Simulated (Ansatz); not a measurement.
Sb: electron density at the nuclei under pressure

```xyz
1
Lattice="0.0000 2.3050 2.3050 2.3050 0.0000 2.3050 2.3050 2.3050 0.0000" Properties=species:S:1:pos:R:3 pbc="T T T"
Sb    0.0000    0.0000    0.0000
```

The cell comes from COD entry 9013009, which wasn't checked; take it as a given geometry.

Spin–orbit coupling is left out, though it moves levels of the heavy atoms by tenths of an eV or more.

Computed with DFT, PBEsol, all-electron PAW with datasets made for the crystal, scalar-relativistic in Ansatz 0.2.0.

Settings: a Γ-centred 12×12×12 k mesh, Fermi–Dirac smearing of 0.05 eV, cutoff 180 eV (chosen by the program for this cell), no spin polarisation.

The contact density is the mean electron density over the nuclear volume; its changes set Mössbauer isomer shifts. Changes below are taken from the unscaled cell, where it is 1.34809e+06 e/Å³ at Sb.

Volumes at which the program chose other datasets or cutoffs are left out.

```tsv
V/V(cell)	P (GPa)	Δρ(0) Sb (e/Å³)
0.9400	11.4	-2.65
0.9500	10.2	?
0.9600	9.1	-1.84
0.9800	7.0	-0.97
0.9900	6.1	-0.50
1.0000	5.2	0.00
1.0100	4.3	?
1.0200	3.5	?
1.0400	2.1	2.40
1.0500	1.4	2.90
```

Q: Give the missing entry: row "1.0200", column "Δρ(0) Sb (e/Å³)".

A: 1.08.

Q: Fill in "Δρ(0) Sb (e/Å³)" for the row "0.9500".

A: -2.25.

Q: What belongs in the row "1.0100", column "Δρ(0) Sb (e/Å³)"?

A: 0.53.

The datasets are made afresh for each cell, so very small changes are uncertain. Scalar relativity leaves out the p1/2 density at heavy nuclei.
